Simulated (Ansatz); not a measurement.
# Structure relaxation, Co

The start is a relaxed Co cell with every coordinate shifted by Gaussian noise of σ = 0.3 Å. The structure is fully relaxed (lattice and positions, P = 0) with PBE (plane waves to 420 eV, PAW, scalar-relativistic; Ansatz, an electronic-structure program). The first steps use a coarse 15×15×8 k-mesh.

Initial structure:
```yaml
crystal:
  lattice:
    - [2.49392, 0.00000, 0.00000]
    - [-1.24696, 2.15980, 0.00000]
    - [0.00000, 0.00000, 4.03185]
  atoms:
    - { symbol: Co, position: [0.36791, 0.73361, 0.75262] }
    - { symbol: Co, position: [0.70621, 0.22118, 0.22482] }
```
Spin-polarised start, with parallel moments on Co.

Question: What pressure does the first self-consistent step give?

Answer: +7.0 GPa (positive: the cell is compressed).

Question: What is the largest force in the starting geometry, and on which atom (counted from 1)?

Answer: 1.59 eV/Å, on Co1, Co2 (atoms numbered as listed).

Question: Does it find its way back to the structure it was made from?

Answer: It relaxes back to the parent, P6₃/mmc (No. 194).

Question: How do the shortest distances between atoms change?

Answer: The closest pairs of elements (up to four, under 3.6 Å), start → end: Co–Co 2.19 → 2.48 Å.

Question: What band gap does the relaxed structure have at this level?

Answer: Zero (metallic).

Question: What magnetic moments remain?

Answer: Net 1.61 μB/atom, ferromagnetic.

The end point of the relaxation:

```cif
data_Co2
_chemical_formula_sum 'Co2'
_space_group_name_H-M_alt 'P63/mmc'
_space_group_IT_number 194
_space_group_name_Hall '-P 6c 2c'
_cell_length_a 2.49392
_cell_length_b 2.49392
_cell_length_c 4.03185
_cell_angle_alpha 90.000
_cell_angle_beta 90.000
_cell_angle_gamma 120.000
loop_
_atom_site_label
_atom_site_type_symbol
_atom_site_symmetry_multiplicity
_atom_site_Wyckoff_symbol
_atom_site_fract_x
_atom_site_fract_y
_atom_site_fract_z
_atom_site_occupancy
Co1 Co 2 c 0.33333 0.66667 0.25000 1
```

Final values are on a 21×21×12 k-mesh of the relaxed cell. Spin state reached: ferromagnetic (net 1.61 μB/atom), from parallel starting moments; other spin orders were not run from this start.

The run could not lose the symmetry of its start.
